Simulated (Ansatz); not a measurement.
ZnSnO3 in space group R3c (No. 161; Zn on 6a, Sn on 6a, O on 18b), the program Ansatz at the PBE level (PAW). The conduction-band minimum lies at Γ, with 1 equivalent valley. Second derivatives d²E/dk² of the lowest band at one valley (eV·Å²), along Cartesian directions:

```csv
direction,d²E/dk²
[100],42.74
[010],42.74
[001],44.91
[110],42.74
[101],43.83
[011],43.83
```

Find the principal effective masses, the density-of-states mass and the conductivity mass.

Off-diagonal terms follow from H_xy = H[110] − (H_xx + H_yy)/2, and m*/mₑ = 7.620 eV·Å² over each eigenvalue: 0.17, 0.18, 0.18. One valley's DOS mass (m₁m₂m₃)^(1/3) = 0.18, conductivity mass 3/(Σ 1/mᵢ) = 0.18 mₑ.

What effective density of states Nc follows at 300 K for parabolic valleys?

Nc = 2.509e19 × 1 × (0.18)^(3/2) ≈ 1.9e18 cm⁻³.

Symmetry was held in the PBE relaxation. Scalar-relativistic: spin–orbit coupling is off unless named, which matters more the heavier the elements.

Potentials: the later of the program's two PAW sets.

Edges and masses are those of Kohn–Sham bands, whose gap is no quasiparticle gap.
